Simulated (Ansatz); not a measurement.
Relaxed-ion elastic tensor of Ca (hcp (Mg type), P6_3/mmc) in GPa (Voigt order), LDA in the plane-wave PAW code Ansatz; density 1.74 g/cm³, 38.24 Å³ per atom.

```
      1     2     3    4    5    6
-  ----  ----  ----  ---  ---  ---
1  33.0  16.6   7.9  0.0  0.0  0.0
2  16.6  33.0   7.9  0.0  0.0  0.0
3   7.9   7.9  43.4  0.0  0.0  0.0
4   0.0   0.0   0.0  7.6  0.0  0.0
5   0.0   0.0   0.0  0.0  7.6  0.0
6   0.0   0.0   0.0  0.0  0.0  8.2
```

Is the crystal mechanically stable?

Yes: the smallest eigenvalue of C is 7.6 GPa.

Work out the Voigt, Reuss and Hill averages.

K_V = 19.4, K_R = 19.4, K_H = 19.4; G_V = 9.8, G_R = 8.9, G_H = 9.3 GPa.

Give Young's modulus, Poisson's ratio, Pugh's ratio and the universal anisotropy index.

E = 9KG/(3K + G) = 24.2 GPa; ν = 0.29; K/G = 2.07 (ductile by the Pugh limit of 1.75); A_U = 5G_V/G_R + K_V/K_R − 6 = 0.54.

Estimate the sound speeds and the Debye temperature.

v_l = √((K + 4G/3)/ρ) = 4280 m/s, v_t = √(G/ρ) = 2320 m/s, mean 2590 m/s; Θ = (h/k)(3n/4πV)^(1/3) v_m = 229 K.

How much does each axis shrink under pressure?

Linear compressibilities β_i = Σ_j S_ij (j = 1 to 3): x 17, y 17, z 17 per TPa.

The workflow started from an entry of the Crystallography Open Database (COD, 723 K), which files this formula under 3 space groups. It is not the phase usual at ambient conditions (space group No. 225). Symmetry was held in the LDA relaxation; whether a distortion lowers the energy is not shown. As this level gives no gap, shear constants depend on the k-mesh and smearing (Fermi–Dirac, 0.1 eV here).

Potentials: the earlier of the program's two PAW sets. The files were generated under PBE; for other functionals the program regenerates the frozen cores, and for LDA and PBEsol the local potential too.
